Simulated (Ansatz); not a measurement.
All numbers below come from DFT PBE, scalar-relativistic, plane waves, PAW, and for the lanthanide a 4f-in-core norm-conserving potential, in Ansatz 0.2.0. Cutoff 660 eV, Γ-centred meshes of about 0.25 Å⁻¹ or finer for metals and 0.3 Å⁻¹ for insulators (2π included), Gaussian smearing. No spin polarisation.

A search over trial structures of NdHf gave this relaxed cell.

```
Nd Hf
1.0
     3.31146    0.00000    0.00000
     0.00000    3.31146    0.00000
     0.00000    0.00000   10.24602
Nd Hf
2 2
Direct
  0.00000 0.50000 0.15029
  0.50000 0.00000 0.84971
  0.00000 0.50000 0.59962
  0.50000 0.00000 0.40038
```

Task: Is this structure dynamically stable?

Result: As far as tested, yes. The phonons on a 2×2×1 q mesh of the computed 4-atom cell show no imaginary mode. (Phonon run: 10×10×4 k mesh, Gaussian smearing of 0.10 eV.) After random moves of the atoms it relaxes back. The optical modes at Γ run from 53 to 121 cm⁻¹. Nd is surrounded by 4 Nd at 3.31 Å, 4 Hf at 3.47 Å and 4 Nd at 3.87 Å; Hf is surrounded by 4 Hf at 3.11 Å, 4 Hf at 3.31 Å and 4 Nd at 3.47 Å.

These runs have no spin–orbit coupling, which can matter for Hf. Phonons of metals hang on the k mesh and the smearing.

The lanthanide is trivalent by construction, without f bands, f moments or other valences.
